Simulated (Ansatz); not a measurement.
Here is the system:

Si$_{2}$W:
```cif
data_Si4W2
_chemical_formula_sum 'Si4 W2'
_space_group_name_H-M_alt 'P 1'
_space_group_IT_number 1
_cell_length_a 5.94723
_cell_length_b 5.00809
_cell_length_c 4.54673
_cell_angle_alpha 76.820
_cell_angle_beta 55.075
_cell_angle_gamma 48.105
loop_
_space_group_symop_operation_xyz
  'x, y, z'
loop_
_atom_site_label
_atom_site_type_symbol
_atom_site_fract_x
_atom_site_fract_y
_atom_site_fract_z
_atom_site_occupancy
Si1 Si 0.66407 0.33593 0.66407 1
Si2 Si 0.33593 0.66407 0.33593 1
Si3 Si 0.58593 0.91407 0.58593 1
Si4 Si 0.91407 0.58593 0.91407 1
W1 W 0.00000 0.00000 0.00000 1
W2 W 0.25000 0.25000 0.25000 1
```

This is the PBEsol-relaxed structure.

### Question
All from the program Ansatz at the PBEsol level (PAW), unless another level is named. Estimate the highest zone-centre frequency.

### Answer
406 cm^-1.

### Question
Give the bulk modulus (Birch–Murnaghan fit).

### Answer
230 GPa.

Space group Fddd. The cell is a constructed one: a structure type filled with these elements; neither database checked (COD, Materials Project) lists it. It is not the phase usual at ambient conditions (space group No. 139). Symmetry was held in the PBEsol relaxation; its stability against distortions is not shown here. No spin polarisation was allowed. As this level gives no gap, phonon frequencies hold no LO–TO term and depend on the k-mesh and smearing (Fermi–Dirac, 0.1 eV here). Scalar-relativistic: spin–orbit coupling is off unless named, which matters more the heavier the elements.

Potentials: the earlier of the program's two PAW sets. The files were generated under PBE; for other functionals the program regenerates the frozen cores, and for LDA and PBEsol the local potential too.
